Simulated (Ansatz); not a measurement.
## HfTe2: computed property card

HfTe₂:
```
HfTe2
1.0
    1.91631     1.10638     6.82842
   -1.91631     1.10638     6.82842
    0.00000    -2.21277     6.82842
Hf Te
1 2
Direct
  0.00000   0.00000   0.00000
  0.24650   0.24650   0.24650
  0.75350   0.75350   0.75350
```

Space group R-3m (No. 166); conventional cell a = b = 3.833 Å, c = 20.485 Å, α = β = 90.00°, γ = 120.00°.

Method: DFT-LDA in the program Ansatz with PAW potentials. Geometry: relaxed at this level of theory. Other levels are named where they apply.

### Cell and energy

```
Item                                                          Result
-----------------------------------------------------  -------------
Volume per atom                                             28.95 Å³
Density                                                   8.29 g/cm³
Formation energy from the elements (no fitted shifts)  -0.79 eV/atom
```

### Electronic structure

```
Quantity                                                                     Value
------------------------------------  --------------------------------------------
Electronic character                                             metallic (no gap)
Density of states at the Fermi level  0.30 states/eV per atom (mean over ±0.08 eV)
```

### Mechanics

```
Item                                  Result
----------------------------------  --------
Bulk modulus (Birch–Murnaghan fit)  25.7 GPa
Pressure derivative B′                  10.0
```

### Phonons

```
Property                                       Result
-----------------------------  ----------------------
Highest zone-centre frequency                181 cm⁻¹
Zone-centre stability          no imaginary mode at Γ
```

The cell is a constructed one: a structure type filled with these elements; neither database checked (COD, Materials Project) lists it. Its standing as an ambient phase is unchecked. The LDA relaxation kept the symmetry of its start. No spin polarisation was allowed. A crystal of weakly bound layers computed without a dispersion correction: the cell and the soft elastic constants depend strongly on that. As this level gives no gap, phonon frequencies hold no LO–TO term and depend on the k-mesh and smearing (Fermi–Dirac, 0.1 eV here). The references are the lowest solids computed at this level, not always the standard phases. Spin–orbit coupling is left out wherever it is not named.

Potentials: the earlier of the program's two PAW sets.
